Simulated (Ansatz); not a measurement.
Co$_{2}$C in space group Pnnm (No. 58; Co on 4g, C on 2a) at seven volumes, plane-wave PAW LDA (Ansatz code), shape and atoms relaxed at each. One row is withheld.

| V (Å³/atom) | P (GPa) |
|---|---|
| 7.782 | 36.58 |
| 8.039 | 22.28 |
| 8.296 | 10.19 |
| 8.552 | 0.00 |
| 8.809 | ? |
| 9.065 | -15.69 |
| 9.322 | -21.54 |

Fit the shown pressures and predict the withheld one.

Third-order Birch–Murnaghan: P = (3/2)B₀(x^(7/2) − x^(5/2))[1 + (3/4)(B′ − 4)(x − 1)] with x = (V₀/V)^(2/3). Least squares on the six rows gives V₀ = 8.553 Å³/atom, B₀ = 308.6 GPa, B′ = 4.81. At V = 8.809, x = 0.9805 and P = -8.48 GPa. The run itself gave -8.57 GPa.

The workflow started from a Materials Project entry (that database holds measured and hypothetical structures alike); the Crystallography Open Database files this formula in space group No. 58, but the cells were not matched. Whether it is the stable phase at ambient conditions was not checked. Symmetry was held in the LDA relaxation; its stability against distortions is not shown here. No spin polarisation was allowed.

Potentials: the later of the program's two PAW sets.
